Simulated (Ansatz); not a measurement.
Input:

InMo2C:
```xyz
8
Lattice="3.1124 0.0000 0.0000 -1.5562 2.6954 0.0000 0.0000 0.0000 13.9538" Properties=species:S:1:pos:R:3 pbc="T T T"
In     0.0000     1.7970    10.4653
In     1.5562     0.8985     3.4884
Mo     0.0000     1.7970     1.1221
Mo     1.5562     0.8985     8.0990
Mo     1.5562     0.8985    12.8317
Mo     0.0000     1.7970     5.8548
C      0.0000     0.0000     0.0000
C      0.0000     0.0000     6.9769
```

This is the r²SCAN-relaxed structure.

### Question
All from DFT-r²SCAN in the program Ansatz with PAW potentials, unless another level is named. Give the electronic character.

### Answer
metallic (no gap).

### Question
Next, the density of states at the Fermi level?

### Answer
0.62 states/eV per atom (mean over ±0.08 eV).

### Question
Predict the formation energy from the elements (no fitted shifts).

### Answer
-22 meV/atom.

### Question
Next, the gap with spin–orbit coupling?

### Answer
none (metallic).

Space group P6_3/mmc. The start of the workflow was typed in or built on a structure type; neither database checked (COD, Materials Project) lists it. Whether it is the stable phase at ambient conditions was not checked. The r²SCAN relaxation kept the symmetry of its start; its stability against distortions is not shown here. The run is not spin-polarised. The references are the lowest solids computed at this level, not always the standard phases. Scalar-relativistic: spin–orbit coupling is off unless named, which matters more the heavier the elements.

Potentials: the earlier of the program's two PAW sets.
